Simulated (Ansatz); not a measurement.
AgW:
```
AgW
1.0
    4.60045     0.00000     0.00000
    0.00000     2.71634     0.00000
    0.00000     0.00000     5.22558
W Ag
2 2
Direct
  0.25000   0.00000   0.86986
  0.75000   0.00000   0.13014
  0.25000   0.50000   0.36406
  0.75000   0.50000   0.63594
```

Relaxed with r²SCAN. Special points in fractions of this cell's reciprocal vectors: Γ (0.000, 0.000, 0.000); X (0.500, 0.000, 0.000); S (0.500, 0.500, 0.000); Y (0.000, 0.500, 0.000); Z (0.000, 0.000, 0.500); U (0.500, 0.000, 0.500); R (0.500, 0.500, 0.500); T (0.000, 0.500, 0.500).

Task: List the band energies nearest the Fermi level at these points for r²SCAN in the plane-wave PAW code Ansatz.

Result: In eV from the Fermi level; about four levels below and three above (degenerate sets whole), none deeper than 8.9 eV; points with the same levels are listed once.

```json
[
 {"k": "Γ", "below": "-2.68 -2.31 -1.91 -0.11", "above": "1.09 1.91 2.38"},
 {"k": "X", "below": "-2.06 -2.06 -0.07 -0.07", "above": "2.19 2.19 2.55 2.55"},
 {"k": "S", "below": "-1.25 -1.25 -0.91 -0.91", "above": "3.19 3.19 3.99 3.99"},
 {"k": "Y", "below": "-2.50 -1.86 -1.52 -0.62", "above": "0.05 0.80 1.19"},
 {"k": "Z", "below": "-3.16 -2.63 -1.99 -1.91", "above": "0.92 1.87 2.47"},
 {"k": "U", "below": "-2.37 -2.37 -1.18 -1.18", "above": "1.88 1.88 3.27 3.27"},
 {"k": "R", "below": "-1.43 -1.43 -0.74 -0.74", "above": "0.81 0.81 1.83 1.83"},
 {"k": "T", "below": "-1.54 -1.42 -0.65 -0.40", "above": "0.96 1.33 2.41"}
]
```

Space group Pmma. The start of the workflow was typed in or built on a structure type; neither database checked (COD, Materials Project) lists it. Whether it is the stable phase at ambient conditions was not checked. The cell was relaxed with r²SCAN under the symmetry of its start; whether a distortion lowers the energy is not shown. No spin polarisation was allowed. Its formation energy is positive at this level, so the cell may be metastable or incomplete. Scalar-relativistic: spin–orbit coupling is off unless named, which matters more the heavier the elements.

Potentials: the later of the program's two PAW sets.
